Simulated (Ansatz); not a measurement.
FeCo:
```
CELL_PARAMETERS angstrom
      2.84495     0.00000     0.00000
      0.00000     2.84495     0.00000
      0.00000     0.00000     2.84495
ATOMIC_POSITIONS crystal
  Co 0.00000 0.00000 0.00000
  Fe 0.50000 0.50000 0.50000
```
Starting moments (μB, in the order of the atoms Co Fe): 1.8 2.9.

Relaxed with PBE.

### Question
Map the spin density (μB/Å³) on the plane through (0.000, 0.000, 0.000) spanned by u = [1, 0, 0] and v = [0, 1, 1] in lattice vectors, from PBE (plane waves, PAW; program Ansatz).

### Answer
x is the fraction of u, y of v (the angle between them is 90°; rows are the nearest grid lines); atoms in the plane: Co at (0.00, 0.00), Fe at (0.50, 0.50).
```
|97310000000001379|
|64100000000000146|
|11000000000000011|
|00000000000000000|
|00000000000000000|
|00000000000000000|
|00000000000000000|
|00000000000000000|
|00000012221000000|
|00000125652100000|
|00000137973100000|
|00000125652100000|
|00000012221000000|
|00000000000000000|
|00000000000000000|
|00000000000000000|
|00000000000000000|
|00000000000000000|
|11000000000000011|
|64100000000000146|
|97310000000001379|
```
Scale: ten equal steps from -0.027 (start of '0') to 8.25 (end of '9'), in the order '0123456789'; x runs from 0.000 to 1.00, y from 0.000 (bottom) to 1.00 (top).

The density is the valence pseudo-density with augmentation charge, so density and ELF within about 1 Å of a nucleus are not all-electron values.

Space group Pm-3m (CsCl type). The cell was relaxed with PBE under the symmetry of its start. The final state is ferromagnetic, chosen from 5 collinear starts compared on coarse meshes (ties went to the first, and starts can fall back to one state), not a proven ground state. Textbook magnetic order: ferromagnetic.

Potentials: the later of the program's two PAW sets.
